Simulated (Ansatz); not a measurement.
Rb$_{2}$NaScCl$_{6}$:
```xyz
10
Lattice="0.0000 5.1852 5.1852 5.1852 0.0000 5.1852 5.1852 5.1852 0.0000" Properties=species:S:1:pos:R:3 pbc="T T T"
Rb     7.7778     7.7778     7.7778
Rb     2.5926     2.5926     2.5926
Na     5.1852     5.1852     5.1852
Sc     0.0000     0.0000     0.0000
Cl     2.4811     5.1852     5.1852
Cl     7.8894     5.1852     5.1852
Cl     5.1852     2.4811     5.1852
Cl     5.1852     7.8894     5.1852
Cl     5.1852     5.1852     2.4811
Cl     5.1852     5.1852     7.8894
```

Relaxed with r²SCAN. The program Ansatz at the r²SCAN level (PAW) gives a gap of 4.39 eV.

Q: What gap does HSE06 give on the same cell (Ansatz, PAW)?

A: 5.53 eV, 1.14 eV more. The hybrid was solved on a coarser mesh and at special points; its gap is the smallest among all of these.

```json
[
 {"k": "Γ", "v1 r²SCAN": "0.00", "c1 r²SCAN": "4.39", "v1 HSE06": "0.00", "c1 HSE06": "5.53"},
 {"k": "X", "v1 r²SCAN": "-0.02", "c1 r²SCAN": "4.40", "v1 HSE06": "-0.02", "c1 HSE06": "5.55"},
 {"k": "L", "v1 r²SCAN": "-0.24", "c1 r²SCAN": "4.48", "v1 HSE06": "___", "c1 HSE06": "___"},
 {"k": "W", "v1 r²SCAN": "-0.26", "c1 r²SCAN": "4.54", "v1 HSE06": "___", "c1 HSE06": "___"},
 {"k": "K", "v1 r²SCAN": "-0.13", "c1 r²SCAN": "4.47", "v1 HSE06": "___", "c1 HSE06": "___"}
]
```

Q: Top valence (v1) and lowest conduction level (c1) in eV from each method's valence maximum (which need not be a listed point): supply the withheld HSE06 values.

A: 
- L, v1 HSE06: -0.26
- L, c1 HSE06: 5.63
- W, v1 HSE06: -0.27
- W, c1 HSE06: 5.71
- K, v1 HSE06: -0.14
- K, c1 HSE06: 5.63

Cost on shared cores: the r²SCAN run (SCF on a 5×5×5 mesh, then bands and DOS) about 5 core-minutes (a rough figure), the HSE06 run (SCF on 3×3×3, then a few points) around 11 core-minutes (rough); the tasks are unlike.

Space group Fm-3m. The first step of the workflow began from a Materials Project structure, measured or hypothetical; the Crystallography Open Database copy checked does not list it. Whether it is the stable phase at ambient conditions was not checked. Symmetry was held in the r²SCAN relaxation; whether a distortion lowers the energy is not shown. No spin polarisation was allowed. Spin–orbit coupling is left out wherever it is not named.

Potentials: the later of the program's two PAW sets.
